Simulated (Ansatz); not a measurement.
In2TeO2:
```
CELL_PARAMETERS angstrom
      3.80527     0.00000     0.00000
     -1.90263     3.29546     0.00000
      0.00000     0.00000     7.27558
ATOMIC_POSITIONS crystal
  In 0.66667 0.33333 0.80899
  In 0.33333 0.66667 0.19101
  Te 0.00000 0.00000 0.50000
  O  0.66667 0.33333 0.11905
  O  0.33333 0.66667 0.88095
```

Relaxed with PBE. Special points in fractions of this cell's reciprocal vectors: Γ (0.000, 0.000, 0.000); M (0.500, 0.000, 0.000); K (0.333, 0.333, 0.000); A (0.000, 0.000, 0.500); L (0.500, 0.000, 0.500); H (0.333, 0.333, 0.500).

List the band energies nearest the Fermi level at these points for PBE (plane waves, PAW; program Ansatz).

In eV from the Fermi level; about four levels below and three above (degenerate sets whole), none deeper than 8.9 eV; points with the same levels are listed once.

```csv
k,below,above
Γ,-3.18 -3.18 -2.43 -2.07,0.39 0.39 2.51
M,-2.72 -2.24 -0.72 -0.55,2.14 3.49 4.77
K,-4.54 -4.54 -2.39 -2.39 -1.50,1.24 1.24 4.27
A,-4.04 -4.04 -3.18 -3.18,0.39 0.39 0.56
L,-3.73 -1.67 -0.72 -0.31,2.04 3.18 4.61
H,-3.58 -3.58 -3.44 -3.44 -1.73,1.18 1.18 4.66
```

Space group P-3m1. The start of the workflow was typed in or built on a structure type; neither database checked (COD, Materials Project) lists it. Its standing as an ambient phase is unchecked. The cell was relaxed with PBE under the symmetry of its start; its stability against distortions is not shown here. Scalar-relativistic: spin–orbit coupling is off unless named, which matters more the heavier the elements.

Potentials: the later of the program's two PAW sets.
